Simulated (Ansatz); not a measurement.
ZnNi (L1₀ or tetragonal B2, P4/mmm) at seven volumes, r²SCAN in the plane-wave PAW code Ansatz, shape and atoms relaxed at each. One row is withheld.

```csv
V (Å³/atom),P (GPa)
10.521,?
10.868,12.18
11.215,5.57
11.562,0.01
11.909,-4.66
12.255,-8.58
12.602,-11.87
```

### Question
Fit the shown pressures and predict the withheld one.

### Answer
P = (3/2)B₀(x^(7/2) − x^(5/2))[1 + (3/4)(B′ − 4)(x − 1)] with x = (V₀/V)^(2/3). Least squares on the six rows gives V₀ = 11.563 Å³/atom, B₀ = 169 GPa, B′ = 4.79. At V = 10.521, x = 1.0650 and P = 20.02 GPa. The run itself gave 20.05 GPa.

The workflow started from an entry of the Crystallography Open Database (COD), which files this formula under 3 space groups. Its standing as an ambient phase is unchecked. The r²SCAN relaxation kept the symmetry of its start; its stability against distortions is not shown here. The workflow began spin-polarised and lost its moments. The cell computed holds one magnetic atom, so no antiferromagnetic order was within reach.

Potentials: the later of the program's two PAW sets.
